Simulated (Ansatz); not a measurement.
## SnO: from a starting cell to a relaxed one

The start is a generated trial cell of SnO in the PtS structure type. The structure is fully relaxed (lattice and positions, P = 0) with r2SCAN (plane waves to 500 eV, PAW, scalar-relativistic; Ansatz, a first-principles code). The first steps use a coarse 7×7×4 k-mesh.

Initial structure:
```yaml
crystal:
  lattice:
    - [3.33286, 0.00000, 0.00000]
    - [0.00000, 3.33286, 0.00000]
    - [0.00000, 0.00000, 5.86852]
  atoms:
    - { symbol: Sn, position: [0.00000, 0.50000, 0.00000] }
    - { symbol: Sn, position: [0.50000, 0.00000, 0.50000] }
    - { symbol: O, position: [0.00000, 0.00000, 0.25000] }
    - { symbol: O, position: [0.00000, 0.00000, 0.75000] }
```

```json
{
 "outcome": "The space group stays P4₂/mmc (No. 131) (the run could not lower it), with 4 atoms in the primitive cell",
 "volume_change": "-1.9 %, from 16.30 to 15.98 Å³/atom",
 "band_gap_at_the_end": "zero (metallic)",
 "optimiser_moves": "5"
}
```

It ends as:

Space group P4₂/mmc (No. 131); a = b = 3.1983 Å, c = 6.2495 Å, α = β = γ = 90.00°

| atom | site | symmetry | x | y | z |
|---|---|---|---|---|---|
| Sn | 2c | mmm. | 0.0000 | 0.5000 | 0.0000 |
| O | 2e | -4m2 | 0.0000 | 0.0000 | 0.2500 |

Final values are on a 10×10×6 k-mesh of the relaxed cell. No spin polarisation in the result.

The run could not lower the symmetry of its start; a shaken copy of this end point relaxes with r2SCAN to Pmma (No. 51), 0.05 eV/atom lower.

The relaxed structure here is a generated cell of SnO: the first start was made by placing the elements on the sites of a structure type, and the end was not matched to a known phase here, so it may be hypothetical. Known forms of SnO include space group No. 129.
